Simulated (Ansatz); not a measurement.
CsSnBr3:
```
CsSnBr3
1.0
    8.07518     0.00000     0.00000
   -4.03759     6.99331     0.00000
    0.00000     0.00000     7.40402
Cs Sn Br
2 2 6
Direct
  0.33333   0.66667   0.75000
  0.66667   0.33333   0.25000
  0.00000   0.00000   0.00000
  0.00000   0.00000   0.50000
  0.16908   0.33816   0.25000
  0.66184   0.83092   0.25000
  0.16908   0.83092   0.25000
  0.83092   0.66184   0.75000
  0.33816   0.16908   0.75000
  0.83092   0.16908   0.75000
```

Relaxed with PBE. Special points in fractions of this cell's reciprocal vectors: Γ (0.000, 0.000, 0.000); M (0.500, 0.000, 0.000); K (0.333, 0.333, 0.000); A (0.000, 0.000, 0.500); L (0.500, 0.000, 0.500); H (0.333, 0.333, 0.500).

Q: List the band energies nearest the valence-band maximum at these points for plane-wave PAW PBE (Ansatz code).

A: In eV from the valence-band maximum; about four levels below and three above (degenerate sets whole), none deeper than 8.9 eV; points with the same levels are listed once.

```
k                          below                          above
-  -----------------------------  -----------------------------
Γ  -1.48 -1.48 -1.30 -0.91 -0.85                 2.33 3.05 3.05
M        -1.56 -1.42 -0.77 -0.08                 2.62 3.31 3.36
K   -1.79 -1.79 -1.65 -0.76 0.00                 3.04 3.04 3.26
A        -1.45 -1.45 -0.74 -0.74  2.85 2.85 3.09 3.09 3.09 3.09
L        -1.55 -1.55 -0.36 -0.36            3.00 3.00 3.39 3.39
H        -1.66 -1.66 -0.31 -0.31            3.21 3.21 3.27 3.27
```

Space group P6_3/mmc. A made-up cell: these elements were put on the sites of a structure type; neither database checked (COD, Materials Project) lists it. Whether it is the stable phase at ambient conditions was not checked. The PBE relaxation kept the symmetry of its start; its stability against distortions is not shown here. Spin–orbit coupling is left out wherever it is not named.

Potentials: the later of the program's two PAW sets.
